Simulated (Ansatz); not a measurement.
Values for one crystal, relaxed and computed with plane-wave PAW r²SCAN (Ansatz code); other levels are named.

```yaml
volume_per_atom: 18.49 Å³
electronic_character: metallic (no gap)
Pressure derivative B′: 3.7
Density of states at the Fermi level: 1.3 states/eV per atom (mean over ±0.08 eV)
Gap with spin–orbit coupling: none (metallic)
Bulk modulus (Birch–Murnaghan fit): 197 GPa
```

Which compound is it?
(A) Pd, hcp (Mg type)
(B) Fe, hcp (Mg type)
(C) W, hcp (Mg type)
(D) Ta, hcp (Mg type)

D, Ta, hcp (Mg type)

Space group P6_3/mmc (hcp (Mg type)). The start of the workflow was typed in or built on a structure type; the Crystallography Open Database copy checked does not list it. It is not the phase usual at ambient conditions (space group No. 229). The r²SCAN relaxation kept the symmetry of its start; its stability against distortions is not shown here. No spin polarisation was allowed. On the denser mesh and wider smearing of the elastic run this cell carries a stress of 0.4 GPa. Spin–orbit coupling is left out wherever it is not named.

Potentials: the later of the program's two PAW sets.
